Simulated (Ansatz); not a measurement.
Relaxed-ion elastic tensor of AlPd in space group P2_13 (No. 198; Al on 4a, Pd on 4a) in GPa (Voigt order), the program Ansatz at the r²SCAN level (PAW); density 7.70 g/cm³, 14.39 Å³ per atom.

```
     1    2    3     4     5     6
-  ---  ---  ---  ----  ----  ----
1  272  112  112   0.0   0.0   0.0
2  112  272  112   0.0   0.0   0.0
3  112  112  272   0.0   0.0   0.0
4  0.0  0.0  0.0  70.1   0.0   0.0
5  0.0  0.0  0.0   0.0  70.1   0.0
6  0.0  0.0  0.0   0.0   0.0  70.1
```

Q: Is the crystal mechanically stable?

A: Yes: the smallest eigenvalue of C is 70.1 GPa.

Q: Work out the Voigt, Reuss and Hill averages.

A: K_V = 165, K_R = 165, K_H = 165; G_V = 74.0, G_R = 73.7, G_H = 73.8 GPa.

Q: Give Young's modulus, Poisson's ratio, Pugh's ratio and the universal anisotropy index.

A: E = 9KG/(3K + G) = 193 GPa; ν = 0.31; K/G = 2.24 (ductile by the Pugh limit of 1.75); A_U = 5G_V/G_R + K_V/K_R − 6 = 0.02.

Q: Estimate the sound speeds and the Debye temperature.

A: v_l = √((K + 4G/3)/ρ) = 5850 m/s, v_t = √(G/ρ) = 3100 m/s, mean 3460 m/s; Θ = (h/k)(3n/4πV)^(1/3) v_m = 424 K.

Q: Give the Zener ratio and Young's modulus along [100], [110] and [111].

A: A = 2C44/(C11 − C12) = 0.88; 1/E = S11 − 2(S11 − S12 − S44/2)Γ with Γ = 0, 1/4, 1/3 gives 206, 189, 184 GPa.

Q: Solve the Christoffel equation for the three sound speeds along [100], [110], [111].

A: Eigenvalues of C_ijkl n_j n_l equal ρv². In km/s, slowest first: [100] 3.02, 3.02, 5.94; [110] 3.02, 3.22, 5.84; [111] 3.15, 3.15, 5.80.

The first step of the workflow began from a Materials Project structure, measured or hypothetical; the Crystallography Open Database copy checked does not list it. With Al and Pd taken as one species the cell has the higher symmetry Pa-3, so it may be an ordered model of a mixed-site phase. Whether it is the stable phase at ambient conditions was not checked. Symmetry was held in the r²SCAN relaxation; of distortions, only those at the zone centre were tested. The run is not spin-polarised. As this level gives no gap, shear constants depend on the k-mesh and smearing (Fermi–Dirac, 0.1 eV here).

Potentials: the later of the program's two PAW sets.
